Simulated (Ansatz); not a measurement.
Polymorphs of B, each relaxed with r²SCAN (plane waves, PAW; program Ansatz):

A: I4_132, a = 4.639 Å, b = 4.639 Å, c = 4.639 Å, α = 90.00°, β = 90.00°, γ = 90.00°

B: α-B12 (R-3m), a = b = 4.8987 Å, c = 12.5144 Å, α = β = 90.00°, γ = 120.00°

C: P4_2/nnm, a = b = 8.832 Å, c = 4.937 Å, α = β = γ = 90.00°

D: Cmce, a = 2.936 Å, b = 5.323 Å, c = 3.266 Å, α = β = γ = 90.00°

### Question
Rank these by energy per atom at 0 K (lowest first), as r²SCAN gives it.

### Answer
B (+0 meV/atom), C (+96 meV/atom), D (+305 meV/atom), A (+640 meV/atom)

### Question
Give each one's gap.

### Answer
A 1.76 eV; B 1.60 eV; C no gap; D no gap.

Typed or built starts, not in the databases checked: A; D. Not the usual ambient phase: A; C; D. All cells were relaxed under the symmetry of their starts (and spin orders); stability against distortions was not tested throughout.

Energies hold the estimated change up to a 700 eV cutoff; steps of a few meV lie near the error of the meshes.

Potentials: the later of the program's two PAW sets.
